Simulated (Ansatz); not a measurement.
Input and command of a plane-wave DFT calculation in Ansatz:

```yaml
crystal:
  lattice:
    - [2.0822200165, 1.202170287, 10.0596394193]
    - [-2.0822200165, 1.202170287, 10.0596394193]
    - [0.0, -2.404340574, 10.0596394192]
  atoms:
    - { symbol: Bi, position: [0.3977065563, 0.3977065563, 0.3977065563] }
    - { symbol: Bi, position: [0.6022934437, 0.6022934437, 0.6022934437] }
    - { symbol: Se, position: [0.0, 0.0, 0.0] }
    - { symbol: Se, position: [0.2177241292, 0.2177241292, 0.2177241292] }
    - { symbol: Se, position: [0.7822758708, 0.7822758708, 0.7822758708] }
basis:
  ecutwfc: 500
kpoints:
  mp_grid: { grid: [12, 12, 12] }
  band_path:
    path:
      - [[0.0, 0.0, 0.0], [0.5, 0.5, 0.5], [0.82381248, 0.17618752, 0.5]]
      - [[0.5, -0.17618752, 0.17618752], [0.5, 0.0, 0.0], [0.0, 0.0, 0.0], [0.33809376, -0.33809376, 0.0]]
      - [[0.66190624, 0.0, 0.33809376], [0.5, 0.0, 0.5], [0.0, 0.0, 0.0]]
    npoints: 14
hamiltonian:
  xc: r2scan
scf:
  occupations: { method: gaussian, width: 0.02 }
  n_extra_bands: 12
output:
  forces: true
  stress: true
  eigenvalues: true
  populations: true
  dos: { projected: true, de: 0.02, nscf_kmesh: { grid: [18, 18, 18] } }
  bader: true
```

```bash
ansatz run input.yaml --threads 1 --pin off --max-ram 2560MiB --backend cpu --events-out ev --progress --plain --runs-dir out
```

Processor: Arm Neoverse V1, 1 thread, on a host shared with other jobs.

Q: Estimate time, memory and problem size.

A: About 10 min on 1 thread of Arm Neoverse V1, with other jobs on the host, peak memory 2.2 GiB. It solves 51 bands at 189 k points (the mesh reduced by the symmetry that the task leaves, which can be less than the crystal's) with about 3883 plane waves, in 8 SCF iterations.
